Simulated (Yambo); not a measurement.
AgCl (rock salt, space group Fm-3m, No. 225), G0W0@LDA (Yambo, plasmon pole, terminator in G, 4×4×4 mesh): gap L → Γ in eV by bands and screening block.

```json
[
 {"bands (W and G)": "24", "2 Ry": "___", "4 Ry": "2.68", "6 Ry": "2.68", "8 Ry": "2.70", "10 Ry": "2.70"},
 {"bands (W and G)": "38", "2 Ry": "2.39", "4 Ry": "2.39", "6 Ry": "___", "8 Ry": "2.44", "10 Ry": "2.45"},
 {"bands (W and G)": "55", "2 Ry": "2.29", "4 Ry": "2.29", "6 Ry": "2.31", "8 Ry": "2.36", "10 Ry": "2.36"},
 {"bands (W and G)": "76", "2 Ry": "2.25", "4 Ry": "___", "6 Ry": "2.27", "8 Ry": "2.32", "10 Ry": "2.33"},
 {"bands (W and G)": "100", "2 Ry": "2.23", "4 Ry": "2.22", "6 Ry": "2.25", "8 Ry": "2.30", "10 Ry": "2.31"}
]
```

Estimate the withheld gaps from their neighbours; the computed values follow.


- 24, 2 Ry: 2.71
- 38, 6 Ry: 2.41
- 76, 4 Ry: 2.24

The largest settings aren't shown to be the converged limit.

Spin-orbit coupling is not included.

Geometry relaxed with LDA; primitive cell a = b = c = 3.7866 Å, α = β = γ = 60.00°.
